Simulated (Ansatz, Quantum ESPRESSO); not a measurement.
This is a calculation of LiBe for Quantum ESPRESSO 7.5 (ASE script). The cell comes from a database or a generator and needn't be the stable form of this composition.

The input run.py:

```python
import numpy as np
from ase.calculators.espresso import Espresso, EspressoProfile
from ase.io import read

atoms = read('POSCAR')

input_data = {
    'control': {'calculation': 'scf', 'prefix': 'pwscf', 'outdir': './tmp', 'tprnfor': True, 'tstress': True, 'disk_io': 'nowf'},
    'system': {'ecutwfc': 55.0, 'ecutrho': 440.0, 'nbnd': 13, 'occupations': 'smearing', 'smearing': 'fd', 'degauss': 0.00367493},
    'electrons': {'conv_thr': 8e-10, 'electron_maxstep': 120, 'mixing_beta': 0.5},
}
pseudopotentials = {'Be': 'be_pbe_v1.4.uspp.F.UPF', 'Li': 'li_pbe_v1.4.uspp.F.UPF'}
profile = EspressoProfile(command='pw.x', pseudo_dir='pseudo')
dft = Espresso(profile=profile, input_data=input_data, pseudopotentials=pseudopotentials, kpts=(11, 7, 5), koffset=(0, 0, 0))
atoms.calc = dft

print(f'energy {atoms.get_potential_energy():.8f} eV')
print('forces (eV/A)')
print(np.round(atoms.get_forces(), 6))
print('stress (eV/A^3, Voigt)')
print(np.round(atoms.get_stress(), 8))
print(f'Fermi level {dft.get_fermi_level():.4f} eV')
```

POSCAR

```
LiBe
1.0
    2.2959861536      0.0000000000      0.0000000000
    0.0000000000      3.6127729800      0.0000000000
   -0.4017425219      0.0000000000      5.5135259934
Be Li
2 2
Direct
    0.2435819200      0.7500000000      0.4238283600
    0.7564180800      0.2500000000      0.5761716400
    0.2631524400      0.7500000000      0.8451422600
    0.7368475600      0.2500000000      0.1548577400
```

Potentials or basis: SSSP 1.3 efficiency PBE.

Run with:

```console
$ OMP_NUM_THREADS=1 python run.py
```

Set up the same calculation for Ansatz 0.2.0. Potentials or basis there: Ansatz PAW (files of its older set among them), cutoff 960 eV.

As run (cutoffs and basis follow the program's own potentials, and thresholds, step limits or extra output files can differ):

File input.yaml:

```yaml
crystal:
  lattice:
    - [2.2959861536, 0.0, 0.0]
    - [0.0, 3.61277298, 0.0]
    - [-0.4017425219, 0.0, 5.5135259934]
  atoms:
    - { symbol: Be, position: [0.24358192, 0.75, 0.42382836] }
    - { symbol: Be, position: [0.75641808, 0.25, 0.57617164] }
    - { symbol: Li, position: [0.26315244, 0.75, 0.84514226] }
    - { symbol: Li, position: [0.73684756, 0.25, 0.15485774] }
hamiltonian:
  xc: pbe
  pseudopotentials: { kind: paw, source: ansatz }
kpoints:
  mp_grid: { grid: [11, 7, 5] }
scf:
  occupations: { method: fermi_dirac, width: 0.05 }
output:
  forces: true
  stress: true
  eigenvalues: true
```

Potentials or basis: Ansatz PAW earlier set.

Run with:

```console
$ ansatz run input.yaml --threads 2 --pin off --max-ram 5632MiB --backend cpu --events-out ev --progress --plain --runs-dir out
```

Both were run:

|  | Quantum ESPRESSO | Ansatz |
| --- | --- | --- |
| Pressure | 0.0 GPa | -0.2 GPa |

Ansatz's pressure holds a Pulay term of +0.02 GPa for its cutoff of 960 eV, which the other run lacks.

Where Ansatz's input types no cutoff or centring, it takes its own default and a Γ-centred mesh.

Pressure is positive in compression.
